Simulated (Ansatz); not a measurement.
## A trial form of SmIn2As3

These are results of Ansatz, DFT PBE, scalar-relativistic, plane waves, PAW, and for the lanthanide a 4f-in-core norm-conserving potential, not measurements. Cutoff 690 eV, Gaussian smearing, Γ-centred meshes. Cell and atoms relax first on a coarse mesh and then on a finer one. In between, the cell is made exact in the group found at 0.06 Å. In metals the finer mesh still leaves noise of several meV/atom or more. The steps can't lower the symmetry of their start. No spin polarisation.

A trial structure of SmIn2As3 was built thus: random cell by space group and Wyckoff sites (I4/mmm, No. 139). Lengths were set from tabulated atomic sizes, so they are only a guess.

```
Sm In As
1.0
    -3.01399    3.01399    4.73911
     3.01399   -3.01399    4.73911
     3.01399    3.01399   -4.73911
Sm In As
1 2 3
Direct
  0.00000 0.00000 0.00000
  0.50000 0.00000 0.50000
  0.00000 0.50000 0.50000
  0.23266 0.23266 0.00000
  0.76734 0.76734 0.00000
  0.50000 0.50000 0.00000
```

The zero of energy is the elements' standard structures at the same level; no fitted shifts are applied.

Question: What does it relax into?

Answer: The symmetry stays I4/mmm (No. 139). The volume per atom grows by 17.6 %, from 28.7 to 33.7 Å³. The shortest distance goes from 2.21 Å (Sm–As) to 2.44 Å (As–As). The energy falls by about 0.40 eV/atom (the start's value is from the coarse mesh). Conventional cell: a = 6.307 Å, c = 10.182 Å. Around Sm lie 2 As at 2.65 Å and 4 In at 3.15 Å; In has 2 As at 3.15 Å and 2 Sm at 3.15 Å; As on a site of symmetry 4mm is surrounded by 1 As at 2.44 Å and 1 Sm at 2.65 Å; As on a site of symmetry 4/mmm has 2 As at 2.44 Å and 4 In at 3.15 Å.

```xyz
6
Lattice="-3.1534 3.1534 5.0910 3.1534 -3.1534 5.0910 3.1534 3.1534 -5.0910" Properties=species:S:1:pos:R:3 pbc="T T T"
Sm    0.0000    0.0000    0.0000
In    0.0000    3.1534    0.0000
In    3.1534    0.0000    0.0000
As    0.0000    0.0000    2.6550
As    0.0000    0.0000    7.5270
As    0.0000    0.0000    5.0910
```

Question: Give its energy and gap.

Answer:

| Item | Value |
| --- | --- |
| Formation energy | +0.42 eV/atom |
| Gap on the 8×8×8 mesh of the 6-atom cell | 0 eV (a metal) |

It can't be a ground state, since the elements alone are lower.

The last run used Gaussian smearing of 0.10 eV. The reference form of As is held partly by dispersion forces, which this level lacks. A structure relaxed within its symmetry needn't be a true minimum. Another cell of SmIn2As3 relaxed alike, in P-3m1, lies 0.88 eV/atom lower, so this cell isn't the stable form at this level.

The lanthanide is trivalent by construction, without f bands, f moments or other valences. The reference runs of the other elements, and any phases without the lanthanide, used 420 eV, which shifts energies against them by under 10 meV/atom. The lanthanide's reference is the lowest of its hcp, dhcp and fcc cells.
